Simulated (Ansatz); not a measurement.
Ta2BN in space group R-3m (No. 166; Ta on 6c, N on 3b, B on 3a), the program Ansatz at the PBEsol level (PAW), all energies at zero smearing, with the estimated change up to a 700 eV cutoff added, with one set of potentials and settings (totals compare only within such a set). Cell of 4 atoms (2 Ta, 1 N, 1 B): -20149.506 eV.

```tsv
element	reference phase	E (eV/atom)
Ta	Im-3m, 1 atoms in the cell	-9807.4091
N	Pa-3, 8 atoms in the cell	-378.4910
B	R-3m, 12 atoms in the cell	-152.6704
```

Formation energy per atom, worked out: (-20149.506 − 2×(-9807.4091) − 1×(-378.4910) − 1×(-152.6704))/4 = -0.881 eV/atom (-85 kJ per mol of atoms), at 0 K, without zero-point energy or fitted corrections.

The start of the workflow was typed in or built on a structure type; neither database checked (COD, Materials Project) lists it. Whether it is the stable phase at ambient conditions was not checked. Symmetry was held in the PBEsol relaxation; its stability against distortions is not shown here. No spin polarisation was allowed. The references are the lowest solids computed at this level, not always the standard phases (solids in place of the gases). Scalar-relativistic: spin–orbit coupling is off unless named, which matters more the heavier the elements.

Potentials: the earlier of the program's two PAW sets. The files were generated under PBE; for other functionals the program regenerates the frozen cores, and for LDA and PBEsol the local potential too.
